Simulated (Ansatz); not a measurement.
Rb3GaBr6: what symmetry allows forces and stress to be

```
CELL_PARAMETERS angstrom
0.00000 5.81195 5.81195
5.81195 0.00000 5.81195
5.81195 5.81195 0.00000
ATOMIC_POSITIONS crystal
Rb 0.75000 0.75000 0.75000
Rb 0.25000 0.25000 0.25000
Rb 0.50000 0.50000 0.50000
Ga 0.00000 0.00000 0.00000
Br 0.77899 0.22101 0.22101
Br 0.24036 0.20165 0.79835
Br 0.22101 0.77899 0.77899
Br 0.22101 0.77899 0.22101
Br 0.77899 0.22101 0.77899
Br 0.77899 0.77899 0.22101
```

The calculation used DFT PBEsol, scalar-relativistic, plane waves, PAW (Ansatz 0.2.0).

Settings: cutoff 420 eV, Γ-centred mesh 4×4×4 on the computed 10-atom cell, Gaussian smearing of 0.02 eV; no spin polarisation.

This distorted cell has space group Cm, with 2 operations.

Problem. Without a calculation: in which directions can each atom feel a force?

Solution. A force must be left unchanged by every operation that keeps its atom in place, so it lies in the space that those operations leave fixed. Atoms that the group maps onto each other feel forces of one size.
| atom | site symmetry | operations at the site | equivalent to atom | allowed force (Cartesian) |
| --- | --- | --- | --- | --- |
| Rb1 | 1 | 1 | 1 | any direction |
| Rb2 | 1 | 1 | 1 | any direction |
| Rb3 | m | 2 | 3 | in the plane normal to (1.00, 0.00, 0.00) |
| Ga4 | m | 2 | 4 | in the plane normal to (1.00, 0.00, 0.00) |
| Br5 | 1 | 1 | 5 | any direction |
| Br6 | m | 2 | 6 | in the plane normal to (1.00, 0.00, 0.00) |
| Br7 | 1 | 1 | 5 | any direction |
| Br8 | m | 2 | 8 | in the plane normal to (1.00, 0.00, 0.00) |
| Br9 | m | 2 | 9 | in the plane normal to (1.00, 0.00, 0.00) |
| Br10 | m | 2 | 10 | in the plane normal to (1.00, 0.00, 0.00) |

That leaves 18 independent force components of 30, tied by 2 conditions that the forces sum to zero, so 16 remain. A relaxation in this cell that keeps the symmetry moves the atoms in these directions alone.

Problem. And the stress tensor?

Solution. It must be invariant under the point group, which leaves 4 independent components: xz, xy vanish.

Problem. Do the computed values obey this?

Solution. Yes. Forces (eV/Å):
```
Rb1  0.026 -0.017  0.000
Rb2 -0.026 -0.017  0.000
Rb3  0.000 -0.028 -0.008
Ga4  0.000  0.090  0.003
Br5 -0.186 -0.022  0.007
Br6  0.000 -0.209 -0.147
Br7  0.186 -0.022  0.007
Br8  0.000 -0.051 -0.151
Br9  0.000  0.280  0.111
Br10 0.000 -0.004  0.177
```

Stress (GPa, compression positive, xx yy zz yz xz xy): -1.18 -1.15 -1.15 -0.26 0.00 0.00. The program imposes the same operations on density, forces and stress, so this confirms the analysis and is no independent test of the calculation.

Cost: 1 run of about 0.79 core-minutes, on Arm Neoverse V2 (shared hosts).